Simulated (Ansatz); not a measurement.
InAs:
```yaml
crystal:
  lattice:
    - [3.57376, 0.00000, 0.00000]
    - [0.00000, 3.57376, 0.00000]
    - [0.00000, 0.00000, 3.57376]
  atoms:
    - { symbol: In, position: [0.00000, 0.00000, 0.00000] }
    - { symbol: As, position: [0.50000, 0.50000, 0.50000] }
```

Relaxed with PBE. Special points in fractions of this cell's reciprocal vectors: Γ (0.000, 0.000, 0.000); X (0.000, 0.500, 0.000); M (0.500, 0.500, 0.000); R (0.500, 0.500, 0.500).

Problem. List the band energies nearest the Fermi level at these points for PBE in the plane-wave PAW code Ansatz.

Solution. In eV from the Fermi level; about four levels below and three above (degenerate sets whole), none deeper than 8.9 eV; … stands for higher levels left out; points with the same levels are listed once.

```csv
k,below,above
Γ,-2.47 -0.77 -0.77 -0.77,4.88 4.88 …
X,-7.27,0.89 0.89 2.01
M,-4.59 -4.59 -3.86,1.36 6.31 6.31
R,-1.38 -0.12 -0.12 -0.12,…
```

Space group Pm-3m (CsCl type). The cell is a constructed one: a structure type filled with these elements; neither database checked (COD, Materials Project) lists it. It is not the phase usual at ambient conditions (space group No. 216). The PBE relaxation kept the symmetry of its start; whether a distortion lowers the energy is not shown. Scalar-relativistic: spin–orbit coupling is off unless named, which matters more the heavier the elements.

Potentials: the later of the program's two PAW sets.
